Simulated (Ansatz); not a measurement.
Relaxation of a relaxed Te cell displaced along its unstable phonon at q = (½, ½, ½) of its primitive reciprocal cell (62i cm⁻¹), largest move 0.15 Å; 2 atoms in the cell, which starts as P4/nmm, origin choice 1 (No. 129), tP2; a = b = c = 3.848 Å, α = β = γ = 90.00°. Calculation: r2SCAN (plane waves to 500 eV, PAW, scalar-relativistic; Ansatz, a quantum-chemistry and plane-wave program). Γ-centred k-mesh 12×12×12 on the run's cell (coarser than for final values), Fermi–Dirac smearing 0.05 eV. This is the first round of the run. 

The optimiser's lines from the output (shortened; P is positive under compression):

```
relax step   1: F+E_penalty+E_count = -13988.90422412 eV  Δ(F+E_penalty+E_count) = +0.000e0 eV  max|allowed force component| = 3.200e-1 eV/Å  Δτ_max = 0.0000 Å  P = +1.281 GPa  Ω = 56.977 Å³  (6 SCF iters, dr2 threshold 1.00e-7 eV, accepted)
relax step   2: F+E_penalty+E_count = -13988.97319002 eV  Δ(F+E_penalty+E_count) = -6.897e-2 eV  max|allowed force component| = 3.627e-1 eV/Å  Δτ_max = 0.0688 Å  P = +0.731 GPa  Ω = 59.065 Å³  (9 SCF iters, dr2 threshold 2.00e-7 eV, accepted)
relax step   3: F+E_penalty+E_count = -13989.12798621 eV  Δ(F+E_penalty+E_count) = -1.548e-1 eV  max|allowed force component| = 2.527e-1 eV/Å  Δτ_max = 0.1975 Å  P = +5.106 GPa  Ω = 61.045 Å³  (10 SCF iters, dr2 threshold 2.00e-7 eV, accepted)
relax step   4: F+E_penalty+E_count = -13989.32386547 eV  Δ(F+E_penalty+E_count) = -1.959e-1 eV  max|allowed force component| = 2.794e-1 eV/Å  Δτ_max = 0.1845 Å  P = +1.992 GPa  Ω = 69.319 Å³  (7 SCF iters, dr2 threshold 2.00e-7 eV, accepted)
relax step   5: F+E_penalty+E_count = -13989.11391443 eV  Δ(F+E_penalty+E_count) = +2.100e-1 eV  max|allowed force component| = 7.937e-1 eV/Å  Δτ_max = 0.1225 Å  P = -4.082 GPa  Ω = 74.859 Å³  (7 SCF iters, dr2 threshold 2.00e-7 eV, rejected (line search))
relax step   6: F+E_penalty+E_count = -13989.35751149 eV  Δ(F+E_penalty+E_count) = -3.365e-2 eV  max|allowed force component| = 7.304e-2 eV/Å  Δτ_max = 0.0253 Å  P = +0.166 GPa  Ω = 71.760 Å³  (9 SCF iters, accepted)
relax step   7: F+E_penalty+E_count = -13989.37681229 eV  Δ(F+E_penalty+E_count) = -1.930e-2 eV  max|allowed force component| = 3.203e-2 eV/Å  Δτ_max = 0.0180 Å  P = +0.253 GPa  Ω = 72.244 Å³  (5 SCF iters, dr2 threshold 2.00e-7 eV, accepted)
relax step   8: F+E_penalty+E_count = -13989.38734095 eV  Δ(F+E_penalty+E_count) = -1.053e-2 eV  max|allowed force component| = 5.510e-3 eV/Å  Δτ_max = 0.0107 Å  P = +0.334 GPa  Ω = 74.069 Å³  (5 SCF iters, dr2 threshold 2.00e-7 eV, accepted)
relax step   9: F+E_penalty+E_count = -13989.38866921 eV  Δ(F+E_penalty+E_count) = -1.328e-3 eV  max|allowed force component| = 5.918e-2 eV/Å  Δτ_max = 0.0182 Å  P = -0.009 GPa  Ω = 76.135 Å³  (5 SCF iters, dr2 threshold 2.00e-7 eV, accepted)
relax step  10: F+E_penalty+E_count = -13989.38928429 eV  Δ(F+E_penalty+E_count) = -6.151e-4 eV  max|allowed force component| = 1.912e-2 eV/Å  Δτ_max = 0.0095 Å  P = -0.018 GPa  Ω = 75.997 Å³  (5 SCF iters, dr2 threshold 2.00e-7 eV, accepted)
relax step  11: F+E_penalty+E_count = -13989.38934518 eV  Δ(F+E_penalty+E_count) = -6.089e-5 eV  max|allowed force component| = 3.700e-4 eV/Å  Δτ_max = 0.0019 Å  P = +0.003 GPa  Ω = 75.971 Å³  (4 SCF iters, dr2 threshold 2.28e-8 eV, accepted)
relax step  12: F+E_penalty+E_count = -13989.39341343 eV  Δ(F+E_penalty+E_count) = -4.068e-3 eV  max|allowed force component| = 6.557e-5 eV/Å  Δτ_max = 0.0000 Å  P = +0.028 GPa  Ω = 75.971 Å³  stress off target by 4.42e-2 GPa  SCF on the basis re-selected at this cell (its energy is not comparable with the rows above)  (7 SCF iters)
relax step  13: F+E_penalty+E_count = -13989.39342608 eV  Δ(F+E_penalty+E_count) = -1.265e-5 eV  max|allowed force component| = 7.956e-4 eV/Å  Δτ_max = 0.0009 Å  P = -0.001 GPa  Ω = 76.174 Å³  (5 SCF iters, dr2 threshold 4.88e-9 eV, accepted)
relax step  14: F+E_penalty+E_count = -13989.39342362 eV  Δ(F+E_penalty+E_count) = +2.454e-6 eV  max|allowed force component| = 4.776e-5 eV/Å  Δτ_max = 0.0003 Å  P = +0.000 GPa  Ω = 76.219 Å³  (6 SCF iters, accepted)
relax step  15: F+E_penalty+E_count = -13989.39344679 eV  Δ(F+E_penalty+E_count) = -2.316e-5 eV  max|allowed force component| = 4.948e-5 eV/Å  Δτ_max = 0.0000 Å  P = +0.000 GPa  Ω = 76.219 Å³  stress off target by 6.33e-4 GPa  SCF on the basis re-selected at this cell (its energy is not comparable with the rows above)  (4 SCF iters)
```

From the first to the last row the energy changes by -0.24 eV/atom and the volume by +33.8 %. The last row is marked as not comparable with the walk above it, whose basis was carried along; it does compare with step 1, since both stand on a basis selected at the nominal cutoff for their own cell.

Step 5 was rejected by the optimiser.

Later rounds, restarted from the end of this one on a renewed k-mesh, logged 13 more steps and released under 0.01 eV/atom more. The final structure after all rounds: P4/nmm, origin choice 1 (No. 129), tP2; a = b = 4.0700 Å, c = 4.6208 Å, α = β = γ = 90.00°. Between re-selections the logged energies stand on a plane-wave basis carried along with the cell. No spin polarisation in the result.

The run could not lose the symmetry of its start: the end is stationary, and may be a saddle point rather than a minimum.

The relaxed structure here is a generated cell of Te: the first start was made by placing the elements on the sites of a structure type, and the end was not matched to a known phase here, so it may be hypothetical. Known forms of Te include space group No. 152.
